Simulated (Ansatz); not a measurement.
# Computed properties of NbRu

NbRu:
```xyz
6
Lattice="4.6096 0.0000 0.0000 0.0000 3.0666 0.0000 -1.5424 0.0000 6.7784" Properties=species:S:1:pos:R:3 pbc="T T T"
Nb     2.6836     0.0000     2.1942
Nb     0.3836     0.0000     4.5842
Nb     0.0000     0.0000     0.0000
Ru     2.3048     1.5333     0.0000
Ru     0.4125     1.5333     2.3588
Ru     2.6547     1.5333     4.4196
```

Space group P2/m (No. 10); conventional cell a = 4.6096 Å, b = 3.0666 Å, c = 6.9517 Å, α = γ = 90.00°, β = 102.82°.

Method: DFT-PBE in the program Ansatz with PAW potentials. Structure relaxed to zero pressure with the same functional. Other levels are named where they apply.

### Cell and energy

```
Item                                                          Result
-----------------------------------------------------  -------------
Volume per atom                                             15.97 Å³
Density                                                  10.08 g/cm³
Formation energy from the elements (no fitted shifts)  -0.21 eV/atom
```

### Electronic structure

```
Item                                                                        Value
------------------------------------  -------------------------------------------
Electronic character                                            metallic (no gap)
Density of states at the Fermi level  1.0 states/eV per atom (mean over ±0.08 eV)
```

The start of the workflow was typed in or built on a structure type; neither database checked (COD, Materials Project) lists it. COD files the formula under space group No. 123, 221. Its standing as an ambient phase is unchecked. The PBE relaxation kept the symmetry of its start; its stability against distortions is not shown here. The run is not spin-polarised. Axis ratios of metals converge slowly with the k-mesh, so a and c are less sure than the volume. The references are the lowest solids computed at this level, not always the standard phases. Scalar-relativistic: spin–orbit coupling is off unless named, which matters more the heavier the elements.

Potentials: the later of the program's two PAW sets.
